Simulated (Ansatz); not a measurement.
The calculation used DFT PBE, scalar-relativistic, plane waves, PAW (Ansatz). The screen uses 420 eV, coarse Γ-centred meshes (up to 0.6 Å⁻¹ on the start cell), Gaussian smearing of 0.2 eV, tolerances of 0.08 eV/Å and 0.8 GPa and 16 steps at most, with the symmetry of each start kept. No spin polarisation. Energies are free energies per atom, good to about 0.1 eV/atom between metallic cells, end volumes are rough, and groups of ends are read at 0.1 Å.

Four unrelaxed guesses for Zr4Ag:

A.

Space group P-6m2 (No. 187). a = 4.729 Å, b = 4.729 Å, c = 5.580 Å, α = 90.00°, β = 90.00°, γ = 120.00°
```tsv
atom	site	symmetry	x	y	z
Zr	3j	mm2	0.4999	0.5001	0.0000
Zr	1f	-6m2	0.6667	0.3333	0.5000
Ag	1b	-6m2	0.0000	0.0000	0.5000
```

B.

Space group P6/mmm (No. 191). a = 4.054 Å, b = 4.054 Å, c = 7.603 Å, α = 90.00°, β = 90.00°, γ = 120.00°
| atom | site | symmetry | x | y | z |
| --- | --- | --- | --- | --- | --- |
| Zr | 2c | -6m2 | 0.3333 | 0.6667 | 0.0000 |
| Zr | 2e | 6mm | 0.0000 | 0.0000 | 0.1799 |
| Ag | 1b | 6/mmm | 0.0000 | 0.0000 | 0.5000 |

C.

Space group P6/mmm (No. 191). a = 4.983 Å, b = 4.983 Å, c = 4.628 Å, α = 90.00°, β = 90.00°, γ = 120.00°
```json
{"atom": "Zr", "site": "1a", "symmetry": "6/mmm", "x": "0.0000", "y": "0.0000", "z": "0.0000"}
{"atom": "Zr", "site": "3f", "symmetry": "mmm", "x": "0.5000", "y": "0.0000", "z": "0.0000"}
{"atom": "Ag", "site": "1b", "symmetry": "6/mmm", "x": "0.0000", "y": "0.0000", "z": "0.5000"}
```

D.

Space group I4mm (No. 107). a = 5.843 Å, b = 5.843 Å, c = 5.271 Å, α = 90.00°, β = 90.00°, γ = 90.00°
```
atom  site  symmetry       x       y       z
  Zr    8d       .m. 0.3088  0.0000  0.3035
  Ag    2a       4mm  0.0000  0.0000  0.8848
```

Question: Which guess ends lowest, and in what structure?

Answer: D: its symmetry rises from I4mm to I4/mmm. Zr is surrounded by 2 Ag at 2.96 Å and 7 Zr at 3.03–3.25 Å; Ag is surrounded by 8 Zr at 2.96 Å.

```csv
guess,start group,E start (eV/atom),end group,E end (eV/atom),V start (Å³/atom),V end (Å³/atom)
A,P-6m2,1.76,P-6m2,0.72,21.6,26.0
B,P6/mmm,2.05,P6/mmm,0.67,21.6,34.9
C,P6/mmm,2.24,P6/mmm,0.92,19.9,30.7
D,I4mm,0.93,I4/mmm,0.00,18.0,23.1
```

Energies count from the lowest end of the screen. Some types were kept out of the candidates beforehand, so the set may lack a known form.
